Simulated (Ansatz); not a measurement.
**Ca4PbN4, one structure, two calculations**

Cell: a computed structure from the Materials Project (it need not be an observed phase).

Space group P-1 (No. 2); a = 6.1955, b = 6.2224, c = 9.3371 Å, α = 71.66°, β = 85.00°, γ = 68.73°.

| site | Wyckoff | site symmetry | x | y | z |
| --- | --- | --- | --- | --- | --- |
| Ca1 | 2i | 1 | 0.2714 | 0.1748 | 0.2029 |
| Ca3 | 2i | 1 | 0.2513 | 0.7527 | 0.9974 |
| Ca5 | 2i | 1 | 0.2608 | 0.9439 | 0.5773 |
| Ca7 | 2i | 1 | 0.7459 | 0.4710 | 0.5885 |
| Pb | 2i | 1 | 0.2766 | 0.3914 | 0.7691 |
| N11 | 2i | 1 | 0.0010 | 0.7028 | 0.6058 |
| N13 | 2i | 1 | 0.1501 | 0.1740 | 0.9637 |
| N15 | 2i | 1 | 0.4986 | 0.5963 | 0.8019 |
| N17 | 2i | 1 | 0.4961 | 0.8031 | 0.3884 |

One atom of each set is listed.

First run. All values are calculated (Ansatz; DFT, PBE, plane waves and PAW, scalar-relativistic, 420 eV cutoff, Γ-centred 5×5×3 k-points, Fermi–Dirac smearing 0.02 eV), not measured.

| site | V_zz (10²¹ V/m²) | η |
| --- | --- | --- |
| Ca1 | -3.52 | 0.10 |
| Ca3 | -5.03 | 0.86 |
| Ca5 | 4.03 | 0.04 |
| Ca7 | 4.21 | 0.09 |
| Pb | -17.42 | 0.09 |
| N11 | 6.03 | 0.24 |
| N13 | 7.65 | 0.09 |
| N15 | 5.61 | 0.32 |
| N17 | 5.69 | 0.37 |

Second run. The same atoms and settings, except that the functional is r2SCAN and the cutoff is 500 eV.

Problem. Given the first result, estimate the second.

Solution. 

```json
{"site": "Ca1", "V_zz": "-3.60", "η": "0.10", "change of V_zz": "-0.08"}
{"site": "Ca3", "V_zz": "-5.16", "η": "0.86", "change of V_zz": "-0.13"}
{"site": "Ca5", "V_zz": "4.14", "η": "0.06", "change of V_zz": "+0.11"}
{"site": "Ca7", "V_zz": "4.35", "η": "0.10", "change of V_zz": "+0.14"}
{"site": "Pb", "V_zz": "-17.39", "η": "0.09", "change of V_zz": "+0.03"}
{"site": "N11", "V_zz": "6.36", "η": "0.24", "change of V_zz": "+0.33"}
{"site": "N13", "V_zz": "7.99", "η": "0.10", "change of V_zz": "+0.34"}
{"site": "N15", "V_zz": "5.93", "η": "0.33", "change of V_zz": "+0.32"}
{"site": "N17", "V_zz": "6.00", "η": "0.37", "change of V_zz": "+0.31"}
```

The largest change of V_zz is on N13, from 7.65 to 7.99. In per cent, |V_zz| changes by +2 to +3 on Ca, 0 on Pb, +4 to +6 on N (all sites that start above 0.5).

Spin–orbit coupling is left out, which shifts gradients on Pb by a few per cent in wide-gap crystals, and can shift them far more where the calculated gap is small or absent, as here.
